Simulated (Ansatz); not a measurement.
Theory: Ansatz 0.2.0, DFT, r2SCAN, plane waves (500 eV) with PAW, scalar-relativistic. The PAW files were generated under PBE, with cores re-solved for the functional.

An element in the bcc structure gives this curve. The cell is scaled uniformly from the relaxed one, with fractional coordinates and shape fixed. Energies are extrapolated to zero smearing, pressures are those at the given smearing. Magnetic state: spin not included.

```json
{"V (Å³/atom)": "27.315", "E − E₀ (meV/atom)": "75.6", "P (GPa)": "7.53"}
{"V (Å³/atom)": "28.557", "E − E₀ (meV/atom)": "30.3", "P (GPa)": "4.38"}
{"V (Å³/atom)": "29.798", "E − E₀ (meV/atom)": "6.6", "P (GPa)": "1.90"}
{"V (Å³/atom)": "31.040", "E − E₀ (meV/atom)": "0.0", "P (GPa)": "-0.06"}
{"V (Å³/atom)": "32.281", "E − E₀ (meV/atom)": "7.0", "P (GPa)": "-1.61"}
{"V (Å³/atom)": "33.523", "E − E₀ (meV/atom)": "24.7", "P (GPa)": "-2.84"}
{"V (Å³/atom)": "34.765", "E − E₀ (meV/atom)": "50.9", "P (GPa)": "-3.82"}
```

Question: Which element is it?
A. lead
B. antimony
C. lutetium
D. tin

Answer: A. Its fit is V₀ = 30.97 Å³/atom, B₀ = 44 GPa, B₀′ = 4.8.
